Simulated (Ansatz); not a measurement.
The relaxed structure here is a generated cell of Bi2Se3: the first start was made by placing the elements on the sites of a structure type, and the end was not matched to a known phase here, so it may be hypothetical. Known forms of Bi2Se3 include space group No. 166.

A structure of Bi2Se3 relaxed with PBEsol (plane waves to 420 eV, PAW, scalar-relativistic; Ansatz, an electronic-structure program); single points at other levels follow on the same geometry (Ansatz, PAW; HSE06 at 420 eV on a 6×6×2 k-mesh; no spin-orbit coupling). Space group P-3m1 (No. 164).

Bi₂Se₃ is taken in the trigonal space group P-3m1 (No. 164), Pearson symbol hP5. Lattice parameters: a = 4.120 Å, b = 4.120 Å, c = 9.907 Å, α = 90.00°, β = 90.00°, γ = 120.00°. Bi on 2d has 3 Se at 2.848 Å and 3 Se at 3.056 Å (octahedral). Se1 on 1a is coordinated by 6 Bi at 3.056 Å (octahedral). Se2 on 2d sees 3 Bi at 2.848 Å (trigonal pyramidal). (Neighbours: up to the widest gap in distance over summed covalent radii, below 1.35, at either atom; cation-cation and far metal-metal contacts left out.)

```
level   gap (eV)    kind  conduction minimum
------  --------  ------  ------------------
PBEsol      0.35  direct                   Γ
HSE06       0.89       –                   Γ
```

No spin polarisation in the result.

The run could not lose the symmetry of its start: the end is stationary, and may be a saddle point rather than a minimum.
